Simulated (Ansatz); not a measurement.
Sn:
```cif
data_Sn6
_chemical_formula_sum 'Sn6'
_space_group_name_H-M_alt 'P 1'
_space_group_IT_number 1
_cell_length_a 7.01538
_cell_length_b 7.01538
_cell_length_c 7.01538
_cell_angle_alpha 109.471
_cell_angle_beta 109.471
_cell_angle_gamma 109.471
loop_
_space_group_symop_operation_xyz
  'x, y, z'
loop_
_atom_site_label
_atom_site_type_symbol
_atom_site_fract_x
_atom_site_fract_y
_atom_site_fract_z
_atom_site_occupancy
Sn1 Sn 0.50000 0.75000 0.25000 1
Sn2 Sn 0.25000 0.50000 0.75000 1
Sn3 Sn 0.75000 0.50000 0.25000 1
Sn4 Sn 0.50000 0.25000 0.75000 1
Sn5 Sn 0.25000 0.75000 0.50000 1
Sn6 Sn 0.75000 0.25000 0.50000 1
```

Relaxed with r²SCAN.

**Question.** Tabulate the valence density and the electron localisation function along the shortest Sn–Sn contact (2.86 Å), r²SCAN (plane waves, PAW; program Ansatz).

**Answer.** 

| distance from Sn (Å) | density (e/Å³) | ELF |
|---|---|---|
| 0.29 | 11.24 | 0.00 |
| 0.43 | 7.00 | 0.03 |
| 0.57 | 3.77 | 0.10 |
| 0.72 | 1.86 | 0.21 |
| 0.86 | 0.95 | 0.29 |
| 1.00 | 0.57 | 0.34 |
| 1.15 | 0.42 | 0.45 |
| 1.29 | 0.36 | 0.61 |
| 1.43 | 0.35 | 0.68 |
| 1.58 | 0.36 | 0.61 |
| 1.72 | 0.42 | 0.45 |
| 1.86 | 0.57 | 0.34 |
| 2.00 | 0.95 | 0.29 |
| 2.15 | 1.86 | 0.21 |
| 2.29 | 3.77 | 0.10 |
| 2.43 | 7.00 | 0.03 |
| 2.58 | 11.24 | 0.00 |

The density is the valence pseudo-density with augmentation charge, so density and ELF within about 1 Å of a nucleus are not all-electron values.

Space group Im-3m. The start of the workflow was typed in or built on a structure type; the Crystallography Open Database copy checked does not list it. It is not the phase usual at ambient conditions (space group No. 141). The r²SCAN relaxation kept the symmetry of its start; its stability against distortions is not shown here. The volume moved by 33 % from the start of the relaxation. Scalar-relativistic: spin–orbit coupling is off unless named, which matters more the heavier the elements.

Potentials: the later of the program's two PAW sets.
